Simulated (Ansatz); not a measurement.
Input, command and steps of an Ansatz relaxation.

```yaml
crystal:
  lattice:
    - [0.0, 3.9882347091, 3.9882347091]
    - [3.9882347091, 0.0, 3.9882347091]
    - [3.9882347091, 3.9882347091, 0.0]
  atoms:
    - { symbol: As, position: [0.0, 0.0, 0.0] }
    - { symbol: As, position: [0.25, 0.25, 0.25] }
    - { symbol: S, position: [0.625, 0.625, 0.625] }
    - { symbol: S, position: [0.125, 0.625, 0.625] }
    - { symbol: S, position: [0.625, 0.625, 0.125] }
    - { symbol: S, position: [0.625, 0.125, 0.625] }
basis:
  ecutwfc: 500
kpoints:
  mp_grid: { grid: [4, 4, 4] }
hamiltonian:
  xc: r2scan
scf:
  occupations: { method: gaussian, width: 0.1 }
  lower_state_search: "off"
output:
  forces: true
  stress: true
  eigenvalues: true
relax:
  adjacent_minimum: "off"
  f_tol: 0.04
  max_steps: 70
  cell: { stress_tol: 0.4 }
```

```bash
ansatz run input.yaml --threads 1 --pin off --max-ram 2560MiB --backend cpu --events-out ev --progress --plain --runs-dir out
```

Theory: DFT r2SCAN, scalar-relativistic, plane waves, PAW (Ansatz).

Of 4 frames 4 are shown, positions in Å and forces in eV/Å; the SCF threshold varies from step to step. Steps run on the plane waves of an earlier cell, with a Pulay correction in the pressure. The basis is chosen afresh for the last frame, the zero of the energies, and at times for earlier ones too; energy and pressure step there, also at an unchanged geometry.

```xyz
6
Lattice="0.0000 3.9882 3.9882 3.9882 0.0000 3.9882 3.9882 3.9882 0.0000" Properties=species:S:1:pos:R:3:forces:R:3 pbc="T T T" step=1 free_energy_over_end_meV_per_atom=90.04 pressure_GPa=-8.02
As    0.0000    0.0000    0.0000    0.0000    0.0000    0.0000
As    1.9941    1.9941    1.9941    0.0000    0.0000    0.0000
S     4.9853    4.9853    4.9853    0.0000    0.0000    0.0000
S     4.9853    2.9912    2.9912    0.0000    0.0000    0.0000
S     2.9912    2.9912    4.9853    0.0000    0.0000    0.0000
S     2.9912    4.9853    2.9912    0.0000    0.0000    0.0000
6
Lattice="0.0000 3.7946 3.7946 3.7946 0.0000 3.7946 3.7946 3.7946 0.0000" Properties=species:S:1:pos:R:3:forces:R:3 pbc="T T T" step=2 free_energy_over_end_meV_per_atom=0.26 pressure_GPa=-0.86
As    0.0000    0.0000    0.0000    0.0000    0.0000    0.0000
As    1.8973    1.8973    1.8973    0.0000    0.0000    0.0000
S     4.7432    4.7432    4.7432    0.0000    0.0000    0.0000
S     4.7432    2.8459    2.8459    0.0000    0.0000    0.0000
S     2.8459    2.8459    4.7432    0.0000    0.0000    0.0000
S     2.8459    4.7432    2.8459    0.0000    0.0000    0.0000
6
Lattice="0.0000 3.7737 3.7737 3.7737 0.0000 3.7737 3.7737 3.7737 0.0000" Properties=species:S:1:pos:R:3:forces:R:3 pbc="T T T" step=3 free_energy_over_end_meV_per_atom=-0.36 pressure_GPa=0.26
As    0.0000    0.0000    0.0000    0.0000    0.0000    0.0000
As    1.8869    1.8869    1.8869    0.0000    0.0000    0.0000
S     4.7172    4.7172    4.7172    0.0000    0.0000    0.0000
S     4.7172    2.8303    2.8303    0.0000    0.0000    0.0000
S     2.8303    2.8303    4.7172    0.0000    0.0000    0.0000
S     2.8303    4.7172    2.8303    0.0000    0.0000    0.0000
6
Lattice="0.0000 3.7737 3.7737 3.7737 0.0000 3.7737 3.7737 3.7737 0.0000" Properties=species:S:1:pos:R:3:forces:R:3 pbc="T T T" step=4 free_energy_over_end_meV_per_atom=0.00 pressure_GPa=0.26
As    0.0000    0.0000    0.0000    0.0000    0.0000    0.0000
As    1.8869    1.8869    1.8869    0.0000    0.0000    0.0000
S     4.7172    4.7172    4.7172    0.0000    0.0000    0.0000
S     4.7172    2.8303    2.8303    0.0000    0.0000    0.0000
S     2.8303    2.8303    4.7172    0.0000    0.0000    0.0000
S     2.8303    4.7172    2.8303    0.0000    0.0000    0.0000
```

The start puts this composition into another compound's structure type, which needn't suit it. At the end the space group is Fd-3m (tolerance 0.05 Å).

Time: 14 s on 1 thread of Intel(R) Xeon(R) 6975P-C (Granite Rapids) (shared host), peak memory 0.83 GiB.

The k mesh is coarse.